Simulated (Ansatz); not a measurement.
Trial structures of Mg2ZnS3: starts and ends

All numbers below come from DFT PBE, scalar-relativistic, plane waves, PAW (Ansatz). Settings: cutoff 420 eV, Γ-centred meshes spaced at most about 0.3 Å⁻¹, and about 0.25 Å⁻¹ or finer for metals (2π included), Gaussian smearing. No spin polarisation in the final relaxations.

Each guess was relaxed in cell and atoms at zero pressure, within the symmetry of its start. These are static total energies at zero pressure. Coordination counts S atoms around Mg and Zn (those within 1.25 times the shortest such distance or 1.15 times the sum of covalent radii; a plus sign parts nearer from farther groups; the shortest distance is added where it is long for a bond; a slash parts the counts of unlike sites).

```csv
guess,made from,start group,V start (Å³/atom),end group,V end (Å³/atom),coordination at the end,gap on mesh (eV),E over the lowest end (meV/atom)
1,Nd2In3Cu type,Pmm2,21.1,Pmm2,19.9,"Mg 6/4+4, Zn 3",0.17,90
2,random cell,P4/mmm,23.7,?,?,?,?,?
3,Hf2GaSb3 type,P-4m2,17.8,P-4m2,24.1,"Mg 5, Zn 4",0,0
4,NdGa2Pt3 type,P6/mmm,18.9,P6/mmm,21.6,"Mg 6, Zn 12 from 3.7 Å",0,560
5,random cell,P31m,21.1,P31m,31.4,"Mg 3/12 from 4.7 Å, Zn 3",0,1150
```

Guess 2 as it starts:

```yaml
crystal:
  lattice:
    - [4.02102, 0.00000, 0.00000]
    - [0.00000, 4.02102, 0.00000]
    - [0.00000, 0.00000, 8.78084]
  atoms:
    - { symbol: Mg, position: [0.00000, 0.00000, 0.69945] }
    - { symbol: Mg, position: [0.00000, 0.00000, 0.30055] }
    - { symbol: Zn, position: [0.50000, 0.50000, 0.50000] }
    - { symbol: S, position: [0.00000, 0.00000, 0.00000] }
    - { symbol: S, position: [0.50000, 0.50000, 0.31756] }
    - { symbol: S, position: [0.50000, 0.50000, 0.68244] }
```

Problem. Fill in the missing row: what does this guess relax into, and where does it rank?

Solution. It ends in space group P4/mmm (No. 123), with a = 3.572 Å, c = 10.565 Å, 22.5 Å³/atom and no gap. It lies 265 meV/atom over the lowest end, above guess 1 and below guess 4. Counting S atoms around Mg and Zn, this end has Mg 1+4, Zn 2 and the lowest (guess 3) has Mg 5, Zn 4.

```xyz
6
Lattice="3.5723 0.0000 0.0000 0.0000 3.5723 0.0000 0.0000 0.0000 10.5655" Properties=species:S:1:pos:R:3 pbc="T T T"
Mg    0.0000    0.0000    8.2648
Mg    0.0000    0.0000    2.3006
Zn    1.7861    1.7861    5.2827
S     0.0000    0.0000    0.0000
S     1.7861    1.7861    3.0854
S     1.7861    1.7861    7.4801
```

Energies over the elements count from the elements' standard structures at the same level, with no fitted energy shifts.

Problem. Is the lowest end bound against the elements?

Solution. Yes: its formation energy is −0.94 eV/atom. Whether it is stable depends on the other phases of the system, which aren't compared here.

Weakly bound directions are ill-defined at this level, which has no dispersion term (P-4m2), and this can change margins and order among such cells. Kohn–Sham gaps at this level usually fall short of measured ones. A magnetic state wasn't ruled out in cells without spin, among them P6/mmm. The reference form of S is held partly by dispersion forces, which this level lacks. Cells relaxed within their symmetry can be saddle points. A lower structure may well exist outside this small set. Some structure types and database cells were kept out of the candidates from the start, so a known form may be missing.
